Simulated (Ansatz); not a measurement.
Theory: DFT PBE, scalar-relativistic, plane waves, PAW in Ansatz. Settings: cutoff 420 eV, Γ-centred meshes spaced at most about 0.3 Å⁻¹, and about 0.25 Å⁻¹ or finer for metals (2π included), Gaussian smearing. No spin polarisation in the final relaxations.

All energies are static (0 K, no zero-point motion).

Compare these two cells of Ti2SiSe2, each relaxed at this level.

A.

Space group P6/mmm (No. 191). a = 4.804 Å, b = 4.804 Å, c = 6.936 Å, α = 90.00°, β = 90.00°, γ = 120.00°
```json
{"atom": "Ti", "site": "2e", "symmetry": "6mm", "x": "0.0000", "y": "0.0000", "z": "0.8554"}
{"atom": "Si", "site": "1b", "symmetry": "6/mmm", "x": "0.0000", "y": "0.0000", "z": "0.5000"}
{"atom": "Se", "site": "2d", "symmetry": "-6m2", "x": "0.3333", "y": "0.6667", "z": "0.5000"}
```

B.

Space group P4/mbm (No. 127). a = 7.364 Å, b = 7.364 Å, c = 3.166 Å, α = 90.00°, β = 90.00°, γ = 90.00°
| atom | site | symmetry | x | y | z |
| --- | --- | --- | --- | --- | --- |
| Ti | 4h | m.2m | 0.8452 | 0.3452 | 0.5000 |
| Si | 2a | 4/m.. | 0.0000 | 0.0000 | 0.0000 |
| Se | 4g | m.2m | 0.1411 | 0.3589 | 0.0000 |

Question: Which would you expect to be lower, and how large is the difference?

Answer: B is lower, by 1.46 eV/atom. A has space group P6/mmm (No. 191), 27.7 Å³/atom and no gap on its mesh; B has space group P4/mbm (No. 127), 17.2 Å³/atom and no gap. Counting Se or Si atoms around Ti (for each partner element, those within 1.25 times its shortest distance or 1.15 times the sum of covalent radii, where it is the nearest in units of that sum or under 1.3; a plus sign parts groups by distance over the sum of covalent radii), A has Ti 1 and B has Ti 6+4. The denser one is the lower, and pressure would at first widen the difference. Both come from invented guesses.

Cells relaxed within their symmetry can be saddle points.
